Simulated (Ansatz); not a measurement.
Starting cell, Ta (bcc, W type):

```
Ta
1.0
   -3.31974     3.31974     3.31974
    0.00000     0.00000     3.31974
    0.00000     3.31974     0.00000
Ta
2
Direct
  0.00000   0.00000   0.00000
  0.50000   0.00000   0.00000
```

The atoms are displaced by Q × the pattern below (from a DFPT mode at H = (0.5, 0.5, 0.5), largest move 1; Q in Å), at fixed cell. It is one choice among 3 degenerate patterns. (q is in reciprocal vectors of the primitive cell; the cell shown is doubled to hold the pattern.)

| atom | x | y | z |
|---|---|---|---|
| Ta1 | 0.000 | 0.000 | -1.000 |
| Ta2 | 0.000 | 0.000 | 1.000 |

The numbers are results of PBE (plane waves to 420 eV, PAW, scalar-relativistic; Ansatz, a first-principles code), not measurements. k mesh 20×20×20 (Γ-centred), Fermi-Dirac smearing 0.05 eV. Energies are smeared free energies. With partly filled bands, energies and forces of such displacements shift with the k mesh and the smearing. Spin-orbit coupling is left out, though Ta is heavy. Ta is run without spin polarisation. Ta was relaxed with its symmetry unable to fall. The PAW data are Ansatz's earlier set. The zero of ΔE is the undisplaced structure. The last digit holds for this mesh only.

| Q (Å) | ΔE (meV/cell) |
|---|---|
| -0.2800 | 1247.5 |
| -0.2333 | 901.9 |
| -0.1867 | withheld |
| -0.1400 | 339.2 |
| -0.0933 | 151.4 |
| -0.0467 | 37.9 |
| 0.0000 | 0.0 |
| 0.0467 | 37.9 |
| 0.0933 | 151.4 |
| 0.1400 | 339.2 |
| 0.1867 | withheld |
| 0.2333 | 901.9 |
| 0.2800 | 1247.5 |

Task: Fit an even polynomial form (powers 2, 4, 6) to the given rows and predict ΔE at Q = 0.1867.

Result: Least squares on the 11 given rows: ΔE = (17560)·Q² + (-11590)·Q⁴ + (-120100)·Q⁶, in meV/cell with Q in Å; root-mean-square residual 0.32 meV/cell. At 0.1867 the fit gives 592.9 meV/cell; the calculation gives 593.9 meV/cell, so the interpolation is off by -1.0 (-0.2 %). The quadratic term alone would give 612.1 meV/cell.

(A displaced cell: forces are minus the slopes of the energy, force constants its curvatures, and phonons follow from these.)
